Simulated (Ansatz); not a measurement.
NbC2:
```cif
data_C2Nb
_chemical_formula_sum 'Nb1 C2'
_space_group_name_H-M_alt 'P 1'
_space_group_IT_number 1
_cell_length_a 3.70931
_cell_length_b 3.70931
_cell_length_c 3.70931
_cell_angle_alpha 128.832
_cell_angle_beta 128.832
_cell_angle_gamma 75.281
loop_
_space_group_symop_operation_xyz
  'x, y, z'
loop_
_atom_site_label
_atom_site_type_symbol
_atom_site_fract_x
_atom_site_fract_y
_atom_site_fract_z
_atom_site_occupancy
Nb1 Nb 0.00000 0.00000 0.00000 1
C1 C 0.61508 0.61508 0.00000 1
C2 C 0.38492 0.38492 0.00000 1
```

Relaxed with r²SCAN.

Q: Tabulate the valence density and the electron localisation function along the shortest Nb–Nb contact (3.20 Å), DFT-r²SCAN in the program Ansatz with PAW potentials.

A: 

```tsv
distance from Nb (Å)	density (e/Å³)	ELF
0.32	5.11	0.51
0.48	4.54	0.73
0.64	3.04	0.76
0.80	1.56	0.62
0.96	0.69	0.33
1.12	0.35	0.15
1.28	0.23	0.12
1.44	0.19	0.15
1.60	0.18	0.17
1.76	0.19	0.15
1.92	0.23	0.12
2.08	0.35	0.15
2.24	0.69	0.33
2.40	1.56	0.62
2.56	3.04	0.76
2.72	4.54	0.73
2.88	5.11	0.51
```

The density is the valence pseudo-density with augmentation charge, so density and ELF within about 1 Å of a nucleus are not all-electron values.

Space group I4/mmm (MoSi2 or CaC2 type). The start of the workflow was typed in or built on a structure type; neither database checked (COD, Materials Project) lists it. Whether it is the stable phase at ambient conditions was not checked. The r²SCAN relaxation kept the symmetry of its start; its stability against distortions is not shown here. No spin polarisation was allowed. The volume moved by -28 % from the start of the relaxation. Its formation energy is positive at this level, so the cell may be metastable or incomplete.

Potentials: the earlier of the program's two PAW sets.
